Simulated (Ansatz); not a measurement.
CoP3:
```yaml
crystal:
  lattice:
    - [-3.84514, 3.84514, 3.84514]
    - [3.84514, -3.84514, 3.84514]
    - [3.84514, 3.84514, -3.84514]
  atoms:
    - { symbol: Co, position: [0.00000, 0.00000, 0.50000] }
    - { symbol: Co, position: [0.50000, 0.50000, 0.50000] }
    - { symbol: Co, position: [0.00000, 0.50000, 0.00000] }
    - { symbol: Co, position: [0.50000, 0.00000, 0.00000] }
    - { symbol: P, position: [0.85446, 0.65219, 0.50665] }
    - { symbol: P, position: [0.14554, 0.34781, 0.49335] }
    - { symbol: P, position: [0.14554, 0.65219, 0.79773] }
    - { symbol: P, position: [0.85446, 0.34781, 0.20227] }
    - { symbol: P, position: [0.50665, 0.85446, 0.65219] }
    - { symbol: P, position: [0.49335, 0.14554, 0.34781] }
    - { symbol: P, position: [0.79773, 0.14554, 0.65219] }
    - { symbol: P, position: [0.20227, 0.85446, 0.34781] }
    - { symbol: P, position: [0.65219, 0.50665, 0.85446] }
    - { symbol: P, position: [0.34781, 0.49335, 0.14554] }
    - { symbol: P, position: [0.65219, 0.79773, 0.14554] }
    - { symbol: P, position: [0.34781, 0.20227, 0.85446] }
```

Relaxed with r²SCAN.

Problem. Give the Bader charges and basin volumes of the independent atoms, r²SCAN (plane waves, PAW; program Ansatz).

Solution. 

```
atom  Bader charge (e)  Bader volume (Å³)
----  ----------------  -----------------
Co1              +0.19               10.3
P5               -0.06               15.5
```

Space group Im-3. The first step of the workflow began from a Materials Project structure, measured or hypothetical; the Crystallography Open Database files this formula in space group No. 204, but the cells were not matched. Whether it is the stable phase at ambient conditions was not checked. The r²SCAN relaxation kept the symmetry of its start; whether a distortion lowers the energy is not shown. The run is not spin-polarised.

Potentials: the later of the program's two PAW sets.
